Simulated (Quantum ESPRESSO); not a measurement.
## In2Mo3Nb2Cu (input and log of a self-consistent run)

Simulated, not a measurement. The program is pw.x of Quantum ESPRESSO 7.5 (plane-wave density functional theory). The cell is made up: eight metal atoms on a hexagonal close-packed lattice, with elements, volume, strain and displacements drawn at random and not relaxed, so it may be unstable or far from any real phase. PseudoDojo standard norm-conserving files set the functional (PBE unless stated); there is no spin polarisation or spin-orbit coupling, the Fermi-Dirac width of 0.25 eV means electrons at about 2900 K, and the masses in the input are unused placeholders. The copper pseudopotential is less sure than most, with forces differing by about three percent and pressure by about two GPa from a second method on plain copper. A spin test at this wide smearing found no moment, but such smearing suppresses magnetism that the real alloy may have.

Input:

```
&control calculation='scf', pseudo_dir='./dojo.nc.sr.pbe.v0_5.standard.upf', outdir='./o', disk_io='minimal', tprnfor=.true., tstress=.true. /
&system ibrav=0, nat=8, ntyp=4, nbnd=71, ecutwfc=92.02030273, nosym=.true., tot_charge=0,
 occupations='smearing', smearing='fd', degauss=0.0183746611
/
&electrons conv_thr=1.470e-08, electron_maxstep=70, mixing_beta=0.5 /
ATOMIC_SPECIES
Cu 1.0 Cu.upf
In 1.0 In.upf
Mo 1.0 Mo.upf
Nb 1.0 Nb.upf
CELL_PARAMETERS angstrom
0.088 -0.0265 4.8786
5.829 0.0211 0.1048
-2.8962 5.0171 -0.0797
ATOMIC_POSITIONS angstrom
In -0.1179 0.0545 0.0289
Mo -1.2335 2.5318 -0.1575
Mo 2.9166 0.0355 0.1848
Mo 1.6893 2.5421 0.0198
Nb 0.0733 1.542 2.4244
Cu -1.3445 4.1297 2.5693
Nb 2.9622 1.7517 2.5379
In 1.5732 4.1857 2.4181
K_POINTS automatic
5 5 5 1 1 1
```

The log is shortened where brackets say so; the opening notice, blank lines, dates and the lines on written files are dropped, and the path of the files is cut. It prints rydbergs, bohrs and kilobars, and counts compression as positive stress. Its total energy is the free energy E - TS of the whole cell.

```
     Program PWSCF v.7.5
     Parallel version (MPI & OpenMP), running on       4 processor cores
     Number of MPI processes:                 4
     Threads/MPI process:                     1
     [start-up lines left out]
     bravais-lattice index     =            0
     lattice parameter (alat)  =       9.2209  a.u.
     unit-cell volume          =     964.4755 (a.u.)^3
     number of atoms/cell      =            8
     number of atomic types    =            4
     number of electrons       =       113.00
     number of Kohn-Sham states=           71
     kinetic-energy cutoff     =      92.0203  Ry
     charge density cutoff     =     368.0812  Ry
     scf convergence threshold =      1.5E-08
     mixing beta               =       0.5000
     number of iterations used =            8  plain     mixing
     Exchange-correlation= PBE
                           (   1   4   3   4   0   0   0)
     [axes and pseudopotential details left out]
   Cartesian axes
     site n.     atom                  positions (alat units)
         1        In     tau(   1) = (  -0.0241625   0.0111693   0.0059228  )
         2        Mo     tau(   2) = (  -0.2527941   0.5188683  -0.0322781  )
         3        Mo     tau(   3) = (   0.5977294   0.0072754   0.0378730  )
         4        Mo     tau(   4) = (   0.3462059   0.5209792   0.0040578  )
         5        Nb     tau(   5) = (   0.0150221   0.3160182   0.4968577  )
         6        Cu     tau(   6) = (  -0.2755425   0.8463427   0.5265536  )
         7        Nb     tau(   7) = (   0.6070747   0.3589942   0.5201184  )
         8        In     tau(   8) = (   0.3224124   0.8578194   0.4955666  )
     number of k points=    63  Fermi-Dirac smearing, width (Ry)=  0.0184
                       cart. coord. in units 2pi/alat
        k(    1) = (   0.0813962   0.1458221   0.0993416), wk =   0.0320000
        k(    2) = (   0.0806744   0.3399357   0.1004090), wk =   0.0320000
     [further k points left out]
     Dense  grid:   115041 G-vectors     FFT dimensions: (  60,  72,  72)
     Estimated max dynamical RAM per process >     445.64 MB
     Estimated total dynamical RAM >       1.66 GB
     Initial potential from superposition of free atoms
     starting charge     112.9829, renormalised to     113.0000
     Starting wfcs are   78 randomized atomic wfcs
     total cpu time spent up to now is        6.0 secs
     per-process dynamical memory:   357.6 Mb
     Self-consistent Calculation
     iteration #  1     ecut=    92.02 Ry     beta= 0.50
     Davidson diagonalization with overlap
     ethr =  1.00E-02,  avg # of iterations =  2.9
     total cpu time spent up to now is       18.4 secs
     total energy              =   -1313.22349037 Ry
     estimated scf accuracy    <       4.02858301 Ry
     iteration #  2     ecut=    92.02 Ry     beta= 0.50
     Davidson diagonalization with overlap
     ethr =  3.57E-03,  avg # of iterations =  3.0
     total cpu time spent up to now is       30.8 secs
     total energy              =   -1314.80431741 Ry
     estimated scf accuracy    <      11.03980148 Ry
     iteration #  3     ecut=    92.02 Ry     beta= 0.50
     Davidson diagonalization with overlap
     ethr =  3.57E-03,  avg # of iterations =  2.0
     total cpu time spent up to now is       42.5 secs
     total energy              =   -1315.39358492 Ry
     estimated scf accuracy    <       5.15171408 Ry
     iteration #  4     ecut=    92.02 Ry     beta= 0.50
     Davidson diagonalization with overlap
     ethr =  3.57E-03,  avg # of iterations =  1.0
     total cpu time spent up to now is       52.1 secs
     total energy              =   -1315.55317953 Ry
     estimated scf accuracy    <       1.02607723 Ry
     iteration #  5     ecut=    92.02 Ry     beta= 0.50
     Davidson diagonalization with overlap
     ethr =  9.08E-04,  avg # of iterations =  2.0
     total cpu time spent up to now is       63.0 secs
     total energy              =   -1315.56512196 Ry
     estimated scf accuracy    <       0.44647541 Ry
     [iterations 6 to 14 left out]
     iteration # 15     ecut=    92.02 Ry     beta= 0.50
     Davidson diagonalization with overlap
     ethr =  5.84E-10,  avg # of iterations =  2.5
     total cpu time spent up to now is      176.0 secs
     total energy              =   -1315.63115585 Ry
     estimated scf accuracy    <       0.00000302 Ry
     iteration # 16     ecut=    92.02 Ry     beta= 0.50
     Davidson diagonalization with overlap
     ethr =  5.84E-10,  avg # of iterations =  2.0
     total cpu time spent up to now is      186.2 secs
     total energy              =   -1315.63115606 Ry
     estimated scf accuracy    <       0.00000005 Ry
     iteration # 17     ecut=    92.02 Ry     beta= 0.50
     Davidson diagonalization with overlap
     ethr =  4.63E-11,  avg # of iterations =  2.6
     total cpu time spent up to now is      197.4 secs
     total energy              =   -1315.63115606 Ry
     estimated scf accuracy    <       0.00000007 Ry
     iteration # 18     ecut=    92.02 Ry     beta= 0.50
     Davidson diagonalization with overlap
     ethr =  4.63E-11,  avg # of iterations =  2.0
     total cpu time spent up to now is      207.4 secs
     total energy              =   -1315.63115607 Ry
     estimated scf accuracy    <       0.00000002 Ry
     iteration # 19     ecut=    92.02 Ry     beta= 0.50
     Davidson diagonalization with overlap
     ethr =  1.36E-11,  avg # of iterations =  1.5
     total cpu time spent up to now is      217.1 secs
     End of self-consistent calculation
     [lines on levels left out]
!    total energy              =   -1315.63115607 Ry
     estimated scf accuracy    <          1.9E-09 Ry
     smearing contrib. (-TS)   =      -0.12058551 Ry
     internal energy E=F+TS    =   -1315.51057055 Ry
     The total energy is F=E-TS. E is the sum of the following terms:
     one-electron contribution =    -416.78643096 Ry
     hartree contribution      =     280.58505146 Ry
     xc contribution           =    -240.79874156 Ry
     ewald contribution        =    -938.51044949 Ry
     convergence has been achieved in  19 iterations
     Forces acting on atoms (cartesian axes, Ry/au):
     atom    1 type  2   force =     0.09088208   -0.02554290   -0.02345352
     atom    2 type  3   force =    -0.00778567    0.04459720    0.03004438
     atom    3 type  3   force =    -0.03188924    0.01432469   -0.00759956
     atom    4 type  3   force =    -0.03574795   -0.04606842   -0.01154050
     atom    5 type  4   force =     0.01501475    0.08472549    0.00708686
     atom    6 type  1   force =     0.01413566    0.00612372   -0.01738730
     atom    7 type  4   force =     0.01564030   -0.05056633   -0.00531113
     atom    8 type  2   force =    -0.06024994   -0.02759346    0.02816077
     Total force =     0.182306     Total SCF correction =     0.000136
     Computing stress (Cartesian axis) and pressure
          total   stress  (Ry/bohr**3)                   (kbar)     P=       -9.18
  -0.00039805   0.00006511   0.00006743          -58.56        9.58        9.92
   0.00006511   0.00017490  -0.00004679            9.58       25.73       -6.88
   0.00006743  -0.00004679   0.00003599            9.92       -6.88        5.30
     init_run     :      5.68s CPU      5.90s WALL (       1 calls)
     electrons    :    210.69s CPU    211.18s WALL (       1 calls)
     forces       :      1.81s CPU      1.83s WALL (       1 calls)
     stress       :      6.14s CPU      6.15s WALL (       1 calls)
     [timing details left out]
     PWSCF        :   3m44.40s CPU   3m45.14s WALL
     JOB DONE.
```

In other units: free energy -17900.074 eV for the cell, pressure -0.92 GPa, largest force component 2.337 eV/Å in size. The run took 227 s of wall time with four MPI processes on a shared machine (AMD EPYC, Zen 5, virtual cores), so the time is rough. A rerun of this cell at a higher cutoff and on a denser mesh moved values by no more than 0.003 eV in energy, 0.02 GPa in stress and 0.005 eV/Å in force, and a second program with other atomic files agreed on that cell to 2 % rms in force and 0.5 GPa in pressure.